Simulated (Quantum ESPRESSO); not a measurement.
## BSi3C3N (a curve over one atom's position)

A calculation, not a measurement. The program is pw.x of Quantum ESPRESSO 7.5 (plane-wave density functional theory). The cell is made up: 8 atoms on a zincblende/diamond lattice, with randomly drawn elements, strain and displacements, not relaxed. PseudoDojo standard norm-conserving files (v0.5 for PBE, v0.4.1 for LDA and PBEsol) set the functional; there is no spin polarisation, spin-orbit coupling or dispersion term, and the masses in the input are unused placeholders.

Seven runs move atom 8 (C, counted in the order of the input) along y and keep all else fixed.

Input of the run at -0.0005:

```
&control calculation='scf', pseudo_dir='./dojo.nc.sr.pbe.v0_5.standard.upf', outdir='./o', disk_io='medium', tprnfor=.true., tstress=.true. /
&system ibrav=0, nat=8, ntyp=4, nbnd=22, ecutwfc=84.00895049, nosym=.true., tot_charge=0,
 occupations='smearing', smearing='fd', degauss=0.0018374661
/
&electrons conv_thr=7.350e-09, electron_maxstep=60, /
ATOMIC_SPECIES
B 1.0 B.upf
C 1.0 C.upf
N 1.0 N.upf
Si 1.0 Si.upf
CELL_PARAMETERS angstrom
4.4595 0.0292 0.0354
0.0292 4.5241 0.0306
0.0354 0.0306 4.4491
ATOMIC_POSITIONS angstrom
B 0.0415 0.1414 -0.0917
Si 0.1072 2.223 2.106
Si 2.2689 -0.0742 2.2266
Si 2.3185 2.164 0.0868
C 1.0908 1.1879 1.0653
C 1.195 3.3757 3.1736
N 3.2943 1.2308 3.2252
C 3.2919 3.3421 1.1153
K_POINTS automatic
4 4 4 1 1 1
```

```
shift of atom 8 along y (Å)  free energy less that of the input shown (eV)  Fx on atom 8 (eV/Å)  Fy on atom 8 (eV/Å)  Fz on atom 8 (eV/Å)  pressure (GPa)  next band up at Gamma (eV)  iterations
                    -0.0982                                         0.2084                2.458                2.995                0.510          -21.21                       1.468          13
                    -0.0686                                         0.1274                2.479                2.472                0.245          -21.62                       1.474          12
                    -0.0601                                         0.1071                2.488                2.322                0.168          -21.73                       1.476          12
                    -0.0208                                         0.0295                2.552                1.629               -0.187          -22.18                       1.482          13
                    -0.0005                                         0.0000                2.599                1.273               -0.372          -22.37                       1.484          12
                    +0.0937                                        -0.0430                2.928               -0.349               -1.259          -22.90                       1.385          12
```

Question: one run is left out of the table, at +0.0756. Estimate its Fy on atom 8 (eV/Å).

Answer: -0.042. The whole row:

```
shift of atom 8 along y (Å)  free energy less that of the input shown (eV)  Fx on atom 8 (eV/Å)  Fy on atom 8 (eV/Å)  Fz on atom 8 (eV/Å)  pressure (GPa)  next band up at Gamma (eV)  iterations
                    +0.0756                                        -0.0466                2.850               -0.042               -1.084          -22.84                       1.422          12
```

A cubic fit gives dFy/dy = -17.50 eV/Å² at zero shift. Across the table the free energy follows the integral of the force to within 0.1 meV. A rerun of one of the cells at 1437 eV and a 6 x 6 x 6 mesh moved values by no more than 0.004 eV in energy, 0.03 GPa in stress and 0.004 eV/Å in force. The band column is the level of band 17 at Gamma less that of band 16, whose number is half the electron count, rounded up; it comes from a band step after each run.